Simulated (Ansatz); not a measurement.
ZrSi:
```xyz
4
Lattice="1.8647 -4.9404 0.0000 1.8647 4.9404 0.0000 0.0000 0.0000 3.7427" Properties=species:S:1:pos:R:3 pbc="T T T"
Zr     1.8647    -1.4355     2.8070
Zr     1.8647     1.4355     0.9357
Si     1.8647    -4.1646     2.8070
Si     1.8647     4.1646     0.9357
```

Relaxed with PBEsol. Special points in fractions of this cell's reciprocal vectors: Γ (0.000, 0.000, 0.000); Y (-0.500, 0.500, 0.000); C0 (-0.286, 0.714, 0.000); Σ0 (0.286, 0.286, 0.000); Z (0.000, 0.000, 0.500); A0 (0.286, 0.286, 0.500); E0 (-0.286, 0.714, 0.500); T (-0.500, 0.500, 0.500); S (0.000, 0.500, 0.000); R (0.000, 0.500, 0.500).

List the band energies nearest the Fermi level at these points for PBEsol with spin–orbit coupling (plane waves, PAW; program Ansatz).

In eV from the Fermi level; about four levels below and three above (degenerate sets whole), none deeper than 8.9 eV; points with the same levels are listed once.

```tsv
k	below	above
Γ	-2.41 -2.41 -0.81 -0.81	0.47 0.47 0.55 0.55
Y	-2.10 -2.10 -1.84 -1.84	0.45 0.45 1.09 1.09
C0	-1.09 -1.09 -0.48 -0.48	0.18 0.18 0.80 0.80
Z	-2.02 -2.02 -2.02 -2.02	2.74 2.74 2.74 2.74
A0	-1.32 -1.32 -1.30 -1.30	1.82 1.82 1.82 1.82
T	-1.27 -1.27 -1.27 -1.27	0.63 0.63 0.63 0.63
S	-1.35 -1.35 -0.48 -0.48	0.52 0.52 0.99 0.99
R	-1.34 -1.34 -1.34 -1.34	2.55 2.55 2.55 2.55
```

Space group Cmcm. The first step of the workflow began from a Materials Project structure, measured or hypothetical; the Crystallography Open Database files this formula in space group No. 63, but the cells were not matched. Whether it is the stable phase at ambient conditions was not checked. The cell was relaxed with PBEsol under the symmetry of its start; whether a distortion lowers the energy is not shown. The run is not spin-polarised.

Potentials: the later of the program's two PAW sets.
